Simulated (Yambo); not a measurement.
# Convergence of the G0W0 gap of BaZnAsF

G0W0@LDA for BaZnAsF (space group P4/nmm, No. 129) in Yambo. Reference settings: 2×2×1 Γ-centred k mesh, bands 9 to 277 and a 7 Ry block in the screening, 277 bands in G with the Bruneval-Gonze terminator, plasmon pole fitted at 27.2 eV. The LDA gap Γ → Γ on this mesh is 0.10 eV; G0W0 gaps are taken between the same points.

```tsv
change from the reference	G0W0 gap Γ → Γ (eV)	shift of the valence edge (eV)	rough Yambo cost
reference settings	1.40	-0.60	1
85 bands in W, 85 bands in G	1.75	-0.03	about 1/3
85 bands in W, 85 bands in G, 4 Ry block	1.73	-0.03	about 1/5
85 bands in W, 85 bands in G, 6 Ry block	1.74	-0.03	about 1/4
85 bands in W, 85 bands in G, 2 Ry block	1.71	0.01	about 1/4
118 bands in W, 118 bands in G, 3 Ry block	1.50	-0.26	about 1/3
118 bands in W, 118 bands in G, 4 Ry block	1.49	-0.28	about 1/3
164 bands in W, 164 bands in G, 2 Ry block	1.43	-0.31	about 1/2
220 bands in W, 220 bands in G, 4 Ry block	1.37	-0.48	about 1/2
220 bands in W, 220 bands in G, 2 Ry block	1.40	-0.35	within a factor of two
2 Ry block	1.38	-0.37	within a factor of two
3 Ry block, no terminator	1.36	-0.42	within a factor of two
118 bands in W, 118 bands in G, no terminator	1.46	0.01	within a factor of two
no terminator	1.38	-0.48	within a factor of two
164 bands in W, 164 bands in G, no terminator	1.42	-0.24	within a factor of two
```

The reference isn't shown to be the converged limit. Costs are rough (shared machines), scaled to the same edge states, and given only for runs that recompute the screening.

Spin-orbit splittings are left out.

The standard potential for As keeps a d shell in the valence without the s and p states of that shell. In tests on such compounds this moved G0W0 gaps by up to about 0.9 eV, so absolute quasiparticle energies here are unreliable; differences between settings are what counts.

Geometry of the Materials Project entry, not relaxed at this level; primitive cell a = b = 4.2992 Å, c = 9.6217 Å, α = β = γ = 90.00°.

The structure is a Materials Project entry; no match was found in the copy of COD used, and its stability was not checked.

A shift is the quasiparticle energy of the state minus its LDA energy.
